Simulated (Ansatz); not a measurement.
TlTe3Mo3 in space group P6_3/m (No. 176; Mo on 6h, Tl on 2d, Te on 6h) at seven volumes, plane-wave PAW LDA (Ansatz code), shape and atoms relaxed at each. One row is withheld.

```
V (Å³/atom)  P (GPa)
-----------  -------
22.024          5.08
22.750             ?
23.476          1.35
24.202          0.00
24.928         -1.08
25.654         -1.91
26.380         -2.56
```

### Question
Fit the shown pressures and predict the withheld one.

### Answer
P = (3/2)B₀(x^(7/2) − x^(5/2))[1 + (3/4)(B′ − 4)(x − 1)] with x = (V₀/V)^(2/3). Least squares on the six rows gives V₀ = 24.202 Å³/atom, B₀ = 39.7 GPa, B′ = 6.57. At V = 22.750, x = 1.0421 and P = 3.01 GPa. The run itself gave 3.03 GPa.

The workflow started from an entry of the Crystallography Open Database (COD). Whether it is the stable phase at ambient conditions was not checked. Symmetry was held in the LDA relaxation; whether a distortion lowers the energy is not shown. No spin polarisation was allowed. Scalar-relativistic: spin–orbit coupling is off unless named, which matters more the heavier the elements.

Potentials: the later of the program's two PAW sets.
